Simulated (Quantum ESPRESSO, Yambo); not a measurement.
CaCd$_{2}$P$_{2}$ (space group P-3m1, No. 164). The geometry is that of Materials Project entry mp-9570, symmetrised and not relaxed again. Chain: PBEsol (Quantum ESPRESSO, PseudoDojo norm-conserving, 102 Ry, with spin-orbit coupling); G0W0 in Yambo (3×3×2 Γ-centred k mesh, bands 19 to 262 and a 6 Ry block in the screening, 262 bands in G with the Bruneval-Gonze terminator, plasmon pole fitted at 27.2 eV); BSE (6×6×2 mesh, 10 valence and 18 conduction bands, static screening with 142 bands and a 3 Ry block, scissor 0.70 eV, Tamm-Dancoff).

The PBEsol gap (dense path) comes out as 0.73 eV. The PBEsol gap Γ → Γ on the GW mesh is 0.73 eV. The PBEsol smallest direct gap on the GW mesh, at Γ is 0.73 eV. The G0W0 direct gap at that point comes out as 1.43 eV, the G0W0 correction to the gap Γ → Γ is 0.70 eV and the lowest exciton is no binding energy given (see below).

Rough cost of the Yambo steps against G0W0 for 11 states: BSE within a factor of two.

Nearest settings tried, and what they do to the gap: 180 bands in W, 180 bands in G: +30 meV; 3 Ry block (73 vectors against 209): -114 meV; 3×3×1 mesh: -85 meV. So the settings aren't converged at that level. The k mesh is coarse. The BSE states are vertical excitations (zero momentum). The lowest state covers only about 1 of the 72 k points, so the mesh doesn't resolve it: its energy and its distance from the direct gap are mesh artefacts. An extended exciton needs a far denser mesh. Axes are Cartesian, with cell vectors (Å) (4.29, 0.00, 0.00), (-2.15, 3.72, 0.00), (0.00, 0.00, 7.06).
